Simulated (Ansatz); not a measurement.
Relaxed-ion elastic tensor of TiSi2 in space group Fddd (No. 70; Ti on 8b, Si on 16f) in GPa (Voigt order), PBE in the plane-wave PAW code Ansatz; density 4.06 g/cm³, 14.17 Å³ per atom.

|  | 1 | 2 | 3 | 4 | 5 | 6 |
|---|---|---|---|---|---|---|
| 1 | 314 | 28.0 | 80.8 | 0.0 | 0.0 | 0.0 |
| 2 | 28.0 | 310 | 26.3 | 0.0 | 0.0 | 0.0 |
| 3 | 80.8 | 26.3 | 397 | 0.0 | 0.0 | 0.0 |
| 4 | 0.0 | 0.0 | 0.0 | 73.4 | 0.0 | 0.0 |
| 5 | 0.0 | 0.0 | 0.0 | 0.0 | 107 | 0.0 |
| 6 | 0.0 | 0.0 | 0.0 | 0.0 | 0.0 | 114 |

Is the crystal mechanically stable?

Yes: the smallest eigenvalue of C is 73.4 GPa.

Work out the Voigt, Reuss and Hill averages.

K_V = 143, K_R = 140, K_H = 142; G_V = 118, G_R = 110, G_H = 114 GPa.

Give Young's modulus, Poisson's ratio, Pugh's ratio and the universal anisotropy index.

E = 9KG/(3K + G) = 269 GPa; ν = 0.18; K/G = 1.25 (brittle by the Pugh limit of 1.75); A_U = 5G_V/G_R + K_V/K_R − 6 = 0.40.

Estimate the sound speeds and the Debye temperature.

v_l = √((K + 4G/3)/ρ) = 8500 m/s, v_t = √(G/ρ) = 5290 m/s, mean 5830 m/s; Θ = (h/k)(3n/4πV)^(1/3) v_m = 717 K.

Solve the Christoffel equation for the three sound speeds along x, y, z.

Eigenvalues of C_ijkl n_j n_l equal ρv². In km/s, slowest first: x 5.12, 5.30, 8.79; y 4.25, 5.30, 8.73; z 4.25, 5.12, 9.89.

How much does each axis shrink under pressure?

Linear compressibilities β_i = Σ_j S_ij (j = 1 to 3): x 2.5, y 2.9, z 1.8 per TPa.

The PBE relaxation kept the symmetry of its start; of distortions, only those at the zone centre were tested. The run is not spin-polarised. As this level gives no gap, shear constants depend on the k-mesh and smearing (Fermi–Dirac, 0.1 eV here).

Potentials: the later of the program's two PAW sets.
